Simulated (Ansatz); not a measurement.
CaTiN2 in space group Pna2_1 (No. 33; Ca on 4a, Ti on 4a, N on 4a, N on 4a), DFT-PBE in the program Ansatz with PAW potentials. The conduction-band minimum lies on the Γ–X line, 60 % of the way from Γ, with 2 equivalent valleys. Second derivatives d²E/dk² of the lowest band at one valley (eV·Å²), along Cartesian directions:

```csv
direction,d²E/dk²
[100],5.178
[010],1.190
[001],17.11
[110],3.183
[101],11.15
[011],9.154
```

Task: Find the principal effective masses, the density-of-states mass and the conductivity mass.

Result: Off-diagonal terms follow from H_xy = H[110] − (H_xx + H_yy)/2, and m*/mₑ = 7.620 eV·Å² over each eigenvalue: 0.45, 1.5, 6.4. One valley's DOS mass (m₁m₂m₃)^(1/3) = 1.6, conductivity mass 3/(Σ 1/mᵢ) = 0.97 mₑ.

Task: What effective density of states Nc follows at 300 K for parabolic valleys?

Result: Nc = 2.509e19 × 2 × (1.6)^(3/2) ≈ 1.0e20 cm⁻³.

The start of the workflow was typed in or built on a structure type; neither database checked (COD, Materials Project) lists it. COD files the formula under space group No. 31, 59. Its standing as an ambient phase is unchecked. The PBE relaxation kept the symmetry of its start; its stability against distortions is not shown here. The workflow began spin-polarised and lost its moments.

Potentials: the earlier of the program's two PAW sets.

Edges and masses are those of Kohn–Sham bands, whose gap is no quasiparticle gap.
